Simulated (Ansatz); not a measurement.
MoSe (CsCl type), relaxed with PBE (Ansatz, an electronic-structure program, plane waves, PAW): a = 3.146 Å, b = 3.146 Å, c = 3.146 Å, α = 90.00°, β = 90.00°, γ = 90.00°.

* **ΔH_f (eV/atom)**: 0.10
* **B₀ by P(V) fit (GPa)**: 182

Problem. The same phase is relaxed and computed with r²SCAN in the same code. What are the cell and these values now?

Solution. a = 3.1347 Å, b = 3.1347 Å, c = 3.1347 Å, α = 90.00°, β = 90.00°, γ = 90.00°.

- ΔH_f (eV/atom): 0.13
- B₀ by P(V) fit (GPa): 192

Constructed cells (a structure type filled with these elements, in neither database checked): MoSe, CsCl type. All cells were relaxed under the symmetry of their starts (and spin orders); stability against distortions was not tested throughout. Rows with no word on spin ran without spin polarisation. Scalar-relativistic: spin–orbit coupling is off unless named, which matters more the heavier the elements.

Potentials: the earlier of the program's two PAW sets.

Ansatz is a plane-wave DFT program.

Formation energies count from the lowest solids of the elements computed at the same level, not from gases.
